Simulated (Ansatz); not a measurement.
Consider the following.

Cr3Ru:
```
Cr3Ru
1.0
    1.41918    -2.09389     0.00000
    1.41918     2.09389     0.00000
    0.00000     0.00000     8.00604
Cr Ru
3 1
Direct
  0.50000   0.50000   0.73794
  0.50000   0.50000   0.26206
  0.00000   0.00000   0.50000
  0.00000   0.00000   0.00000
```

This is the PBEsol-relaxed structure.

### Question
All from DFT-PBEsol in the program Ansatz with PAW potentials, unless another level is named. Give the formation energy from the elements (no fitted shifts).

### Answer
0.18 eV/atom.

### Question
What about the density of states at the Fermi level?

### Answer
1.5 states/eV per atom (mean over ±0.08 eV).

Space group Cmmm. The first step of the workflow began from a Materials Project structure, measured or hypothetical; the Crystallography Open Database copy checked does not list it. With Cr and Ru taken as one species the cell has the higher symmetry Im-3m, so it may be an ordered model of a mixed-site phase. Whether it is the stable phase at ambient conditions was not checked. Symmetry was held in the PBEsol relaxation. At this level the phase is dynamically unstable (imaginary phonons). The run is not spin-polarised. Its formation energy is positive at this level, so the cell may be metastable or incomplete. The references are the lowest solids computed at this level, not always the standard phases. Scalar-relativistic: spin–orbit coupling is off unless named, which matters more the heavier the elements.

Potentials: the later of the program's two PAW sets.
